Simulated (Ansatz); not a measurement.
Computed properties of VCo3

VCo$_{3}$:
Space group Pm-3m (No. 221); a = b = c = 3.4322 Å, α = β = γ = 90.00°

| atom | site | symmetry | x | y | z |
|---|---|---|---|---|---|
| V | 1a | m-3m | 0.0000 | 0.0000 | 0.0000 |
| Co | 3c | 4/mm.m | 0.0000 | 0.5000 | 0.5000 |

Space group Pm-3m (No. 221), Cu3Au type; conventional cell a = b = c = 3.4322 Å, α = β = γ = 90.00°.

Method: the program Ansatz at the LDA level (PAW). The cell and atoms are relaxed at this level. Other levels are named where they apply.

**Cell and energy**

```json
{
 "volume_per_atom": "10.11 Å³",
 "density": "9.35 g/cm³",
 "Formation energy from the elements (no fitted shifts)": "-0.27 eV/atom"
}
```

**Electronic structure**

```json
{
  "electronic_character": "metallic (no gap)",
  "Density of states at the Fermi level": "0.73 states/eV per atom (mean over ±0.08 eV)"
}
```

**Mechanics**

```json
{
 "Bulk modulus (Birch–Murnaghan fit)": "3010 kbar",
 "Pressure derivative B′": "4.5",
 "Elastic constants (relaxed ions, GPa)": "C11 = 455, C12 = 223, C44 = 226",
 "mechanical_stability": "stable (all eigenvalues of C positive)",
 "hill_bulk_and_shear_moduli": "301 and 173 GPa",
 "Young's modulus": "435 GPa",
 "Poisson's ratio": "0.26",
 "debye_temperature_from_the_elastic_constants": "658 K"
}
```

**Phonons**

```json
{
 "highest_zone_centre_frequency": "286 cm^-1",
 "zone_centre_stability": "no imaginary mode at Γ"
}
```

The first step of the workflow began from a Materials Project structure, measured or hypothetical; the Crystallography Open Database copy checked does not list it. With V and Co taken as one species the cell has the higher symmetry Fm-3m, so it may be an ordered model of a mixed-site phase. Its standing as an ambient phase is unchecked. The cell was relaxed with LDA under the symmetry of its start. No spin polarisation was allowed. As this level gives no gap, shear constants depend on the k-mesh and smearing (Fermi–Dirac, 0.1 eV here). As this level gives no gap, phonon frequencies hold no LO–TO term and depend on the k-mesh and smearing (Fermi–Dirac, 0.1 eV here). On the denser mesh and wider smearing of the elastic run this cell carries a stress of 0.3 GPa. The references are the lowest solids computed at this level, not always the standard phases.

Potentials: the earlier of the program's two PAW sets.
